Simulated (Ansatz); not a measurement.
## Li: frozen-core PAW against all-electron methods

```
Li
1.0
    -1.80250    1.75000    1.75000
     1.75000   -1.80250    1.75000
     1.75000    1.75000   -1.80250
Li
1
Direct
  0.00000 0.00000 0.00000
```

Conventional cell: a = 5.024 Å, b = 5.024 Å, c = 2.940 Å, α = 90.00°, β = 90.00°, γ = 120.00°. Li (atom 1) is surrounded by 8 Li at 2.94 to 3.06 Å.

The structure is an experimental refinement, used without relaxation. The listed cell was then made from it by scaling, straining or moving an atom.

Levels of theory: DFT, PBEsol, PAW with Ansatz's default frozen-core files, scalar-relativistic (Ansatz 0.2.0); DFT, PBEsol, all-electron PAW with datasets made for the crystal, scalar-relativistic (Ansatz 0.2.0); DFT, PBEsol, all-electron LAPW, scalar-relativistic (Ansatz 0.2.0).

For PAW: a Γ-centred 15×15×15 k mesh, Fermi–Dirac smearing of 0.08 eV, cutoff 420 eV, no spin polarisation; the PAW files were made with PBE, and the program remakes their frozen cores for this functional. The crystal-made all-electron datasets (AE datasets) take a cutoff of 100 eV at this cell. LAPW targets a basis error of 0.25 meV/atom. The Ansatz runs share mesh, smearing and spin set-up. Plane-wave (PAW) pressures include the program's estimate of the Pulay term.

Stress and pressure are positive in compression.

The change that made this cell: equal xy, yz and zx engineering shear strains of -3 %.

```tsv
quantity	PAW	AE datasets	LAPW
pressure (GPa)	-0.70	-0.70	-0.70
stress yz (GPa)	0.36	0.36	0.36
stress xz (GPa)	0.36	0.36	0.36
stress xy (GPa)	0.36	0.36	0.36
```
